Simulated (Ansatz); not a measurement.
An Ansatz (a program for electronic structure) run. Input:

Ansatz 0.2 input:
```yaml
crystal:
  lattice:
    - [2.8811999463, 0.0, 0.0]
    - [0.0, 2.8811999463, 0.0]
    - [0.0, 0.0, 2.8811999463]
  atoms:
    - { symbol: Cd, position: [0.0, 0.0, 0.0] }
    - { symbol: O, position: [0.5, 0.5, 0.5] }
kpoints:
  mp_grid: { grid: [30, 30, 30] }
hamiltonian:
  xc: pbesol
  pseudopotentials: { kind: paw }
scf:
  occupations: { method: fermi_dirac, width: 0.1 }
elastic: { mode: relaxed_ion, stencil: two_point, amplitude: 0.005, f_tol: 0.0005 }
```

Output (shortened):

```
Pseudopotential: Cd, paw, valence charge 20
Pseudopotential: O, paw, valence charge 6
Functional definition: PBEsol
Crystal: 2 atoms, lattice volume = 23.918 Å³
Basis set: ecut = 420 eV, 461 PW (Γ), exchange–correlation on 40×40×40 points (8 copies of the dense FFT grid, shifted against one another)
Bands: 17, of which v1, the nominal top of the filled ones, is band 13 counted from 1 (12 counted from 0)
Symmetry: 48 space group operations
Space group: Pm-3m (ITA 221), of the structure as read, at distance tolerance 2.9e-5 Å
k-points: 816 of 27000
SCF iter   1: F=—  HF=-8743.742926 eV  |F-HF|=—  |Δ(HF+E_count)|=         —  Δρ=1.66e-2  dr2=5.63e-2  ethr=1.77e-3  ⟨swp⟩=4.8  Hψ=59703  notcnv=0
preconditioner: auto → none
SCF iter   2: F=—  HF=-8743.733901 eV  |F-HF|=—  |Δ(HF+E_count)|=   9.02e-3  Δρ=9.81e-3  dr2=2.22e-2  ethr=2.17e-4  ⟨swp⟩=1.0  Hψ=20406  notcnv=0
SCF iter   3: F=—  HF=-8743.728600 eV  |F-HF|=—  |Δ(HF+E_count)|=   5.30e-3  Δρ=1.92e-3  dr2=5.61e-4  ethr=8.56e-5  ⟨swp⟩=2.0  Hψ=18803  notcnv=0
SCF iter   4: F=—  HF=-8743.728404 eV  |F-HF|=—  |Δ(HF+E_count)|=   1.96e-4  Δρ=4.43e-4  dr2=2.60e-5  ethr=2.16e-6  ⟨swp⟩=2.4  Hψ=26300  notcnv=0
SCF iter   5: F=—  HF=-8743.728345 eV  |F-HF|=—  |Δ(HF+E_count)|=   5.82e-5  Δρ=7.90e-5  dr2=9.16e-7  ethr=9.99e-8  ⟨swp⟩=2.8  Hψ=24139  notcnv=0
SCF iter   6: F=—  HF=-8743.728339 eV  |F-HF|=—  |Δ(HF+E_count)|=   6.82e-6  Δρ=7.47e-6  dr2=6.40e-9  ethr=3.52e-9  ⟨swp⟩=2.7  Hψ=23728  notcnv=0
SCF iter   7: F=—  HF=-8743.728339 eV  |F-HF|=—  |Δ(HF+E_count)|=  3.18e-10  Δρ=2.36e-7  dr2=6.87e-12  ethr=2.46e-11  ⟨swp⟩=2.8  Hψ=27217  notcnv=0
SCF iter   8: F=-8743.728339 eV  HF=-8743.728339 eV  |F-HF|=0.00e0  |Δ(HF+E_count)|=  1.82e-12  Δρ=1.31e-8  dr2=3.08e-14  ethr=1.00e-12  ⟨swp⟩=2.8  Hψ=51108  notcnv=0
the search or the solves at the SCF's close seem to have found levels that the self-consistency loop had missed (the run counts 1) …
SCF 1 converged in 8 iterations: F = -8743.728339 eV  dr2 = 3.08e-14
Crystal: 2 atoms, lattice volume = 23.798 Å³
Symmetry: 16 space group operations
k-points: 2176 of 27000
iter 1 solved again at ethr=1.07e-7 eV; its pass at ethr=3.10e-3 eV (dr2=2.78e-5 eV) is discarded
SCF iter   1: F=—  HF=-8743.727718 eV  |F-HF|=—  |Δ(HF+E_count)|=         —  Δρ=5.24e-4  dr2=2.92e-5  ethr=1.07e-7  ⟨swp⟩=2.0  Hψ=210048  notcnv=0
preconditioner: auto → none
SCF iter   2: F=—  HF=-8743.727667 eV  |F-HF|=—  |Δ(HF+E_count)|=   5.10e-5  Δρ=2.29e-4  dr2=4.89e-6  ethr=1.07e-7  ⟨swp⟩=2.3  Hψ=56680  notcnv=0
SCF iter   3: F=—  HF=-8743.727660 eV  |F-HF|=—  |Δ(HF+E_count)|=   6.69e-6  Δρ=4.33e-5  dr2=2.78e-7  ethr=1.88e-8  ⟨swp⟩=2.1  Hψ=56701  notcnv=0
SCF iter   4: F=—  HF=-8743.727652 eV  |F-HF|=—  |Δ(HF+E_count)|=   8.53e-6  Δρ=1.12e-5  dr2=1.11e-8  ethr=1.07e-9  ⟨swp⟩=2.4  Hψ=63816  notcnv=0
SCF iter   5: F=—  HF=-8743.727652 eV  |F-HF|=—  |Δ(HF+E_count)|=   3.81e-9  Δρ=7.29e-7  dr2=4.82e-11  ethr=4.27e-11  ⟨swp⟩=1.6  Hψ=47898  notcnv=0
SCF iter   6: F=—  HF=-8743.727652 eV  |F-HF|=—  |Δ(HF+E_count)|=  1.09e-11  Δρ=6.85e-8  dr2=2.84e-13  ethr=1.86e-13 (applied; sched 1.00e-12)  ⟨swp⟩=2.5  Hψ=60525  notcnv=0
SCF iter   7: F=-8743.727652 eV  HF=-8743.727652 eV  |F-HF|=3.64e-12  |Δ(HF+E_count)|=    0.00e0  Δρ=9.65e-9  dr2=1.41e-14  ethr=1.00e-12  ⟨swp⟩=3.8  Hψ=106772  notcnv=0
SCF 2 converged in 7 iterations: F = -8743.727652 eV  dr2 = 1.41e-14
Crystal: 2 atoms, lattice volume = 24.037 Å³
iter 1 solved again at ethr=1.28e-10 eV; its pass at ethr=3.10e-3 eV (dr2=3.34e-8 eV) is discarded
SCF iter   1: F=—  HF=-8743.727851 eV  |F-HF|=—  |Δ(HF+E_count)|=         —  Δρ=5.00e-5  dr2=2.88e-8  ethr=1.28e-10  ⟨swp⟩=3.0  Hψ=214672  notcnv=0
preconditioner: auto → none
SCF iter   2: F=—  HF=-8743.727798 eV  |F-HF|=—  |Δ(HF+E_count)|=   5.31e-5  Δρ=2.48e-5  dr2=4.98e-9  ethr=1.11e-10  ⟨swp⟩=2.0  Hψ=56606  notcnv=0
SCF iter   3: F=—  HF=-8743.727798 eV  |F-HF|=—  |Δ(HF+E_count)|=   1.95e-7  Δρ=4.67e-6  dr2=4.41e-10  ethr=1.92e-11  ⟨swp⟩=1.9  Hψ=52359  notcnv=0
SCF iter   4: F=—  HF=-8743.727798 eV  |F-HF|=—  |Δ(HF+E_count)|=   6.48e-9  Δρ=5.79e-7  dr2=9.52e-12  ethr=1.69e-12  ⟨swp⟩=2.2  Hψ=53482  notcnv=0
SCF iter   5: F=—  HF=-8743.727798 eV  |F-HF|=—  |Δ(HF+E_count)|=  9.09e-11  Δρ=1.22e-7  dr2=5.93e-13  ethr=3.66e-14 (applied; sched 1.00e-12)  ⟨swp⟩=2.0  Hψ=54869  notcnv=0
SCF iter   6: F=-8743.727798 eV  HF=-8743.727798 eV  |F-HF|=1.82e-12  |Δ(HF+E_count)|=  7.28e-12  Δρ=1.17e-8  dr2=6.31e-15  ethr=1.00e-12  ⟨swp⟩=4.0  Hψ=114819  notcnv=0
SCF 3 converged in 6 iterations: F = -8743.727798 eV  dr2 = 6.31e-15
Crystal: 2 atoms, lattice volume = 23.918 Å³
Symmetry: 8 space group operations
k-points: 3856 of 27000
iter 1 solved again at ethr=7.05e-8 eV; its pass at ethr=3.10e-3 eV (dr2=1.83e-5 eV) is discarded
SCF iter   1: F=—  HF=-8743.728449 eV  |F-HF|=—  |Δ(HF+E_count)|=         —  Δρ=4.04e-4  dr2=7.88e-6  ethr=7.05e-8  ⟨swp⟩=2.0  Hψ=366352  notcnv=0
preconditioner: auto → none
SCF iter   2: F=—  HF=-8743.728400 eV  |F-HF|=—  |Δ(HF+E_count)|=   4.88e-5  Δρ=1.72e-4  dr2=1.40e-6  ethr=3.03e-8  ⟨swp⟩=1.0  Hψ=65552  notcnv=0
SCF iter   3: F=—  HF=-8743.728383 eV  |F-HF|=—  |Δ(HF+E_count)|=   1.70e-5  Δρ=7.60e-6  dr2=4.44e-9  ethr=5.40e-9  ⟨swp⟩=1.7  Hψ=101443  notcnv=0
SCF iter   4: F=—  HF=-8743.728383 eV  |F-HF|=—  |Δ(HF+E_count)|=   2.16e-9  Δρ=1.83e-6  dr2=5.06e-10  ethr=1.71e-11  ⟨swp⟩=2.6  Hψ=125522  notcnv=0
SCF iter   5: F=—  HF=-8743.728383 eV  |F-HF|=—  |Δ(HF+E_count)|=  1.89e-10  Δρ=3.33e-7  dr2=9.91e-12  ethr=1.95e-12  ⟨swp⟩=2.5  Hψ=116926  notcnv=0
SCF iter   6: F=—  HF=-8743.728383 eV  |F-HF|=—  |Δ(HF+E_count)|=  3.64e-12  Δρ=6.16e-8  dr2=3.23e-13  ethr=3.81e-14 (applied; sched 1.00e-12)  ⟨swp⟩=2.7  Hψ=113214  notcnv=0
SCF iter   7: F=-8743.728383 eV  HF=-8743.728383 eV  |F-HF|=1.82e-12  |Δ(HF+E_count)|=    0.00e0  Δρ=7.09e-9  dr2=3.51e-15  ethr=1.00e-12  ⟨swp⟩=4.0  Hψ=195921  notcnv=0
SCF 4 converged in 7 iterations: F = -8743.728383 eV  dr2 = 3.51e-15
Crystal: 2 atoms, lattice volume = 23.918 Å³
iter 1 solved again at ethr=5.68e-11 eV; its pass at ethr=3.10e-3 eV (dr2=1.48e-8 eV) is discarded
SCF iter   1: F=—  HF=-8743.728434 eV  |F-HF|=—  |Δ(HF+E_count)|=         —  Δρ=3.67e-5  dr2=2.18e-8  ethr=5.68e-11  ⟨swp⟩=2.8  Hψ=376255  notcnv=0
preconditioner: auto → none
SCF iter   2: F=—  HF=-8743.728383 eV  |F-HF|=—  |Δ(HF+E_count)|=   5.16e-5  Δρ=1.79e-5  dr2=2.47e-9  ethr=5.68e-11  ⟨swp⟩=2.0  Hψ=100305  notcnv=0
SCF iter   3: F=—  HF=-8743.728383 eV  |F-HF|=—  |Δ(HF+E_count)|=   1.02e-7  Δρ=3.35e-6  dr2=8.46e-11  ethr=9.51e-12  ⟨swp⟩=1.2  Hψ=66214  notcnv=0
SCF iter   4: F=—  HF=-8743.728383 eV  |F-HF|=—  |Δ(HF+E_count)|=   3.70e-9  Δρ=1.05e-7  dr2=1.32e-12  ethr=3.25e-13 (applied; sched 1.00e-12)  ⟨swp⟩=2.1  Hψ=86862  notcnv=0
SCF iter   5: F=-8743.728383 eV  HF=-8743.728383 eV  |F-HF|=1.82e-12  |Δ(HF+E_count)|=  3.64e-12  Δρ=3.42e-8  dr2=9.91e-14  ethr=1.00e-12  ⟨swp⟩=4.0  Hψ=211456  notcnv=0
SCF 5 converged in 5 iterations: F = -8743.728383 eV  dr2 = 9.91e-14
SCF converged after 8 iterations
Free energy (F): -8743.728339 eV
Harris-Foulkes:  -8743.728339 eV  (|F-HF|=0.00e0)
Internal energy: -8743.721718 eV  (E = F + TS)
E sigma→0 (E₀):  -8743.725028 eV
Entropy (-TS):   -0.006621 eV (-3.310 meV/atom)
Fermi energy:    14.437762 eV
--- Per-component energies (eV) ---
  E_band       = -323.721967
  E_kinetic    = 678.369709
  E_local      = -2846.149019  (includes V_loc(G=0)·N_el)
  E_nonlocal   = 86.801268
  E_hartree    = 1324.222455
  E_xc         = -248.059182
  E_vxc        = -314.238187  (∫ρ·V_xc dr)
  E_paw        = -4167.047072  (= ΣΔE_a)
  E_vpaw       = -576.953012  (= ΣTr[D̂ρ^β])
  E_aug_tail   = 0.002358  (compensation charges beyond the density's cutoff)
  E_ewald      = -3572.239482
  E_core_change = 0.377248  (= ΣΔE_core)
  E_smearing   = -0.006621  (= −TS)
  E_closure    = 0.000000  (closes the sum)
  Σ components = -8743.728339   (vs F -8743.728339, Δ=0.00e0)
  [band-id]    e_kinetic+e_local+e_nonlocal+2·e_hartree+e_vxc+e_vpaw+e_augmentation_tail = -323.721973   (vs E_band -323.721967, Δ=-5.83e-6)
--- Forces (eV/Å), atoms counted from 1 ---
  atom   1  Cd     0.00000000     0.00000000     0.00000000
  atom   2  O      0.00000000     0.00000000     0.00000000
  max |Σ_I F_I| component: 0.0 eV/Å
--- Stress (GPa, compression-positive) ---
        0.090781       0.000000       0.000000
        0.000000       0.090781       0.000000
        0.000000       0.000000       0.090781
  P = ⅓ Tr σ = 0.0908 GPa (0.908 kbar)
--- Band table (eV; the first three rows and the last of 816) ---
  k-point 0: bands = ["-86.8222", "-47.9107", "-47.9107", "-47.9107", "-3.2150", "5.9328", "5.9328", "7.6806", "7.6806", "7.6806", "12.7579", "13.0563", "13.0563", "13.0563", "28.5295", "28.5295", "30.4714"]
  k-point 1: bands = ["-86.8221", "-47.9113", "-47.9106", "-47.9106", "-3.2066", "5.9346", "5.9416", "7.6706", "7.6706", "7.6812", "12.4572", "13.0702", "13.0702", "13.3574", "28.3525", "28.5280", "30.4616"]
  k-point 2: bands = ["-86.8220", "-47.9131", "-47.9105", "-47.9105", "-3.1815", "5.9399", "5.9670", "7.6411", "7.6411", "7.6830", "12.0510", "13.1112", "13.1112", "13.7658", "27.9242", "28.5236", "30.4315"]
  k-point 815: bands = ["-86.8116", "-47.9572", "-47.9572", "-47.9572", "-1.3199", "5.7243", "5.7243", "5.7243", "8.1454", "8.1454", "13.3767", "13.3767", "13.3767", "19.8319", "19.8319", "19.8319", "24.0534"]
--- Elastic constants: 2 strain directions × 2 members + reference (group order 48) ---
  dense FFT box of the reference and of every strained cell: 20×20×20
  strains applied: 11, 23; error gains: componentwise 1.00 (the most a stress slope's error grows in a printed constant), spectral 1.73 (1 for all six strains …
  C = ∂σ_k/∂η_j (tension-positive GPa; Voigt order 11 22 33 23 13 12):
       328.182     62.197     62.197      0.000      0.000      0.000
        62.197    328.182     62.197      0.000      0.000      0.000
        62.197     62.197    328.182      0.000      0.000      0.000
         0.000      0.000      0.000    -25.884      0.000      0.000
         0.000      0.000      0.000      0.000    -25.884      0.000
         0.000      0.000      0.000      0.000      0.000    -25.884
  reference stress σ⁰ (GPa):     -0.091     -0.091     -0.091      0.000      0.000      0.000
  C* (energy form; C + prestress term) asymmetry max|C*_kj − C*_jk| = 2.132e-14 GPa — a small one proves nothing (zero by symmetry where the batch's group is …
  moduli (Voigt/Reuss/Hill, GPa): K = 150.86/150.86/150.86   G = 37.67/-49.57/-5.95   E = -18.10   ν = 0.520
  mechanically stable: NO (min eigenvalue of sym C = -25.88 GPa)
  where every solve meets its electron count the energy-path curvature estimates C_jj along a normal strain and C_jj − ¼(σ⁰_aa + σ⁰_bb) along a shear (ab), of …
  strain η (Voigt 11):  stress-route row diagonal C_11 = 328.18 GPa, energy-path curvature d²(F+E_count+ΔE)/dδ²/Ω₀ = 328.19 GPa
         δ    σ_11 (GPa)             F (eV)   n_scf  n_hpsi   n_pw
    -5.000e-3      -1.7568       -8743.7276517       7  632078    480   relax 0 steps, max|allowed force component| 0.0 eV/Å
     5.000e-3       1.5250       -8743.7277985       6  576459    484   relax 0 steps, max|allowed force component| 0.0 eV/Å
  strain η (Voigt 23):  stress-route row diagonal C_44 = -25.88 GPa, energy-path curvature d²(F+E_count+ΔE)/dδ²/Ω₀ = -25.79 GPa
         δ    σ_23 (GPa)             F (eV)   n_scf  n_hpsi   n_pw
    -5.000e-3       0.1294       -8743.7283829       7  1137540    480   relax 0 steps, max|allowed force component| 0.0 eV/Å
     5.000e-3      -0.1294       -8743.7283829       5  893608    480   relax 0 steps, max|allowed force component| 0.0 eV/Å
```

Cost: around 7 core-minutes (rough) on shared cores.

The start of the workflow was typed in or built on a structure type; neither database checked (COD, Materials Project) lists it. It is not the phase usual at ambient conditions (space group No. 225). The cell was relaxed with PBEsol under the symmetry of its start. At this level the phase is mechanically unstable. As this level gives no gap, shear constants depend on the k-mesh and smearing (Fermi–Dirac, 0.1 eV here). Scalar-relativistic: spin–orbit coupling is off unless named, which matters more the heavier the elements.

Potentials: the later of the program's two PAW sets.

Ansatz is a plane-wave DFT program.
